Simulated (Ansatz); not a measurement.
Computed properties of PtAu

PtAu:
```yaml
crystal:
  lattice:
    - [1.39143, 0.80334, 4.65058]
    - [-1.39143, 0.80334, 4.65058]
    - [0.00000, -1.60668, 4.65058]
  atoms:
    - { symbol: Pt, position: [0.50000, 0.50000, 0.50000] }
    - { symbol: Au, position: [0.00000, 0.00000, 0.00000] }
```

Space group R-3m (No. 166); conventional cell a = b = 2.783 Å, c = 13.952 Å, α = β = 90.00°, γ = 120.00°.

Method: LDA (plane waves, PAW; program Ansatz). Geometry: relaxed at this level of theory. Other levels are named where they apply.

Cell and energy:

```
Quantity                                                      Result
-----------------------------------------------------  -------------
Volume per atom                                             15.60 Å³
Density                                                  20.87 g/cm³
Formation energy from the elements (no fitted shifts)  0.024 eV/atom
```

Electronic structure:

```
Property                                                                    Result
------------------------------------  --------------------------------------------
Electronic character                                             metallic (no gap)
Density of states at the Fermi level  0.52 states/eV per atom (mean over ±0.08 eV)
```

Mechanics:

```
Property                                                                                                   Result
--------------------------------------------  -------------------------------------------------------------------
Bulk modulus (Birch–Murnaghan fit)                                                                        247 GPa
Pressure derivative B′                                                                                        5.5
Elastic constants (relaxed ions, GPa)         C11 = 366, C12 = 201, C13 = 196, C14 = -11.1, C33 = 322, C44 = 31.9
Mechanical stability                                                       stable (all eigenvalues of C positive)
Hill bulk and shear moduli                                                                       248 and 53.8 GPa
Young's modulus                                                                                           151 GPa
Poisson's ratio                                                                                              0.40
Debye temperature from the elastic constants                                                                217 K
```

Phonons:

```
Property                                        Value
-----------------------------  ----------------------
Highest zone-centre frequency                179 cm⁻¹
Zone-centre stability          no imaginary mode at Γ
```

The workflow started from a Materials Project entry (that database holds measured and hypothetical structures alike); the Crystallography Open Database copy checked does not list it. With Pt and Au taken as one species the cell has the higher symmetry Fm-3m, so it may be an ordered model of a mixed-site phase. Its standing as an ambient phase is unchecked. The LDA relaxation kept the symmetry of its start. The run is not spin-polarised. As this level gives no gap, shear constants depend on the k-mesh and smearing (Fermi–Dirac, 0.1 eV here). As this level gives no gap, phonon frequencies hold no LO–TO term and depend on the k-mesh and smearing (Fermi–Dirac, 0.1 eV here). Axis ratios of metals converge slowly with the k-mesh, so a and c are less sure than the volume. On the denser mesh and wider smearing of the elastic run this cell carries a stress of 0.6 GPa. The references are the lowest solids computed at this level, not always the standard phases. Spin–orbit coupling is left out wherever it is not named.

Potentials: the later of the program's two PAW sets.
